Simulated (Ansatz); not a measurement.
A geometry of ScF3 away from equilibrium: step 14 of the relaxation of a relaxed ScF3 cell shaken by Gaussian noise of σ = 0.08 Å a coordinate. All values below come from PBE (plane waves to 420 eV, PAW, scalar-relativistic; Ansatz, a program for electronic structure). Γ-centred k-mesh 6×6×6 on the run's cell (coarser than for final values), Fermi–Dirac smearing 0.05 eV.

```xyz
8
Lattice="4.2501 0.2535 0.3968 0.2535 4.8477 0.2534 0.3968 0.2534 4.2503" Properties=species:S:1:pos:R:3:forces:R:3 pbc="T T T" free_energy=-9135.058 pressure_GPa=8.8
F      1.2241     0.2294     2.4776   -0.0087   -0.0026   -0.0203
F      3.5513    -0.3487     1.6021   -0.0001    0.0000    0.0000
F     -0.5721     1.8216     1.3320   -0.0001    0.0000    0.0001
F      0.7002     2.6532     3.2549   -0.0203   -0.0026   -0.0088
F      2.4058     1.2435    -0.1941    0.0204    0.0026    0.0088
F      1.8819     3.6673     0.5832    0.0088    0.0025    0.0203
Sc     0.4629     0.6097     0.1703   -0.0012    0.0000    0.0011
Sc     2.6431     3.2870     2.8906    0.0011    0.0000   -0.0012
```

Positions in Å, forces in eV/Å, free energy of the cell in eV (comparable only within this code, potentials and settings). Largest force: 0.02 eV/Å, on F1, F4, F5, F6 (atoms numbered as listed); the geometry lies 0.13 eV/atom above the end of its relaxation.

No spin polarisation in the result.

The end of the path is a generated cell of ScF3: the first start was made by placing the elements on the sites of a structure type, and the end was not matched to a known phase here, so it may be hypothetical.
